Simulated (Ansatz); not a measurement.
# Compressing MnS: a fit and a missing row

MnS, Fm-3m, a = 4.938 Å. Ansatz: PBEsol, PAW, 420 eV, Γ-centred 14×14×14 mesh on 2 atoms, Gaussian smearing 0.10 eV; collinear spin, largest moment 3.7 μB. Symmetry fixes shape and atoms, so the cell is only scaled; pressure is positive in compression.

| V (Å³/atom) | P (GPa) |
| --- | --- |
| 13.241 | ? |
| 13.692 | 7.28 |
| 14.144 | 4.82 |
| 14.595 | 1.71 |
| 15.047 | 0.04 |
| 15.498 | -1.26 |
| 15.949 | -2.74 |
| 16.551 | -5.02 |

Q: Take V0 = 15.047 Å³/atom, count pressures from its P0 = 0.04 GPa, fit the third-order Birch–Murnaghan form to the other rows, and predict the missing pressure.

A: With the Eulerian strain f = ½[(V0/V)^(2/3) − 1] and y = (P − P0)/[3f(1 + 2f)^(5/2)], the form is the line y = B0 + 1.5 B0 (B0′ − 4) f. Rows (f, y): 0.03247, 63.5; 0.02106, 68.2; 0.01027, 51.5; -0.00975, 46.7; -0.01903, 53.7; -0.03077, 64.2. Means f = 0.0007083, y = 57.967; Σ(Δf)² = 0.003004, ΣΔfΔy = 0.3280; the slope is their ratio. y = 57.89 + 109.2 f GPa, so B0 = 57.9 GPa and B0′ = 4 + 2 × (109.2)/(3 × 57.89) = 5.26. At V = 13.241, f = 0.04449, y = 62.75 and P = 10.40 GPa. The run gave 10.26 GPa, so the fit is 0.14 GPa too high, within the rms miss on the fitted rows (0.43 GPa). Note that the largest moment runs from 3.13 to 3.99 μB along the series.

The largest moment runs from 3.13 to 3.99 μB along the series, so B0 and B0′ hold the change of the moment too.

The cell holds one magnetic atom, so it can only be ferromagnetic; an antiferromagnetic order may lie lower.